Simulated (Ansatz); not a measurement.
Electric field gradients in AlNi$_{2}$

The calculation used DFT PBEsol, scalar-relativistic, plane waves, PAW in Ansatz 0.2.0. Plane waves to 420 eV; Γ-centred k mesh 12×12×8; Fermi-Dirac smearing of 0.15 eV. No spin polarisation.

The cell, relaxed at this level:
```yaml
crystal:
  lattice:
    - [3.97984, 0.00000, 0.00000]
    - [-1.98992, 3.44664, 0.00000]
    - [0.00000, 0.00000, 4.90395]
  atoms:
    - { symbol: Al, position: [0.33333, 0.66667, 0.19129] }
    - { symbol: Al, position: [0.66667, 0.33333, 0.80871] }
    - { symbol: Ni, position: [0.33333, 0.66667, 0.68565] }
    - { symbol: Ni, position: [0.66667, 0.33333, 0.31435] }
    - { symbol: Ni, position: [0.00000, 0.00000, 0.50000] }
    - { symbol: Ni, position: [0.00000, 0.00000, 0.00000] }
```

In a metal these results depend on the k mesh and the smearing. Spin polarisation was left out, and a magnetic state may lie lower.

Give V_zz (10²¹ V/m²) and the asymmetry η at each distinct site.

Results:

```csv
atom,V_zz,η
Al (atom 1),0.743,0.00
Ni (atom 3),2.24,0.00
Ni (atom 5),-0.620,0.00
Ni (atom 6),-2.86,0.00
```

Whether AlNi2 exists in this form wasn't checked.

Cost: 1 run of about 0.18 core-minutes, on Intel Xeon 6975P-C (Granite Rapids) (shared hosts).